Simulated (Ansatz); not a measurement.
# Property card for LiMnC₃N₃

All numbers below come from Ansatz, DFT PBE, scalar-relativistic, plane waves, PAW.

Cutoff 420 eV; k points 8×8×8 on the computed 16-atom cell (Γ-centred); Gaussian smearing, width 0.10 eV; collinear spin from starting moments 0.0 0.0 0.6 1.4 0.0 0.0 0.0 0.0 0.0 0.0 0.0 0.0 0.0 0.0 0.0 0.0 μB.

The structure is relaxed at this level of theory with its symmetry kept, and needn't be the ground state of this composition.

Space group Fm-3m (No. 225). a = 10.012 Å, b = 10.012 Å, c = 10.012 Å, α = 90.00°, β = 90.00°, γ = 90.00°
| atom | site | symmetry | x | y | z |
| --- | --- | --- | --- | --- | --- |
| Li | 8c | -43m | 0.2500 | 0.7500 | 0.7500 |
| Mn | 4a | m-3m | 0.0000 | 0.0000 | 0.0000 |
| Mn | 4b | m-3m | 0.5000 | 0.0000 | 0.0000 |
| C | 24e | 4m.m | 0.1900 | 0.0000 | 0.0000 |
| N | 24e | 4m.m | 0.3081 | 0.0000 | 0.0000 |

| Quantity | Value |
| --- | --- |
| Space group | Fm-3m (No. 225) |
| Volume per atom | 15.68 Å³ |
| Formation energy from the elements' standard states (uncorrected) | +0.109 eV/atom |
| Kohn–Sham band gap | none (metal) |
| Density of states at the Fermi level | 10.1 states/eV per cell |
| Orbital (Löwdin) character within 0.5 eV of the Fermi level | Mn 3d 78 %, C 2p 12 %, N 2p 8 % |
| Total moment | 2.00 μB per cell |
| Moment by site (μB) | Mn3 0.53, Mn4 1.24 |

Moments started parallel, and an antiferromagnetic order may lie lower.

Only this magnetic start was tried.

The cell was found from a structure generator's guess, not taken from experiment. Löwdin shares on free-atom orbitals overweight diffuse shells.
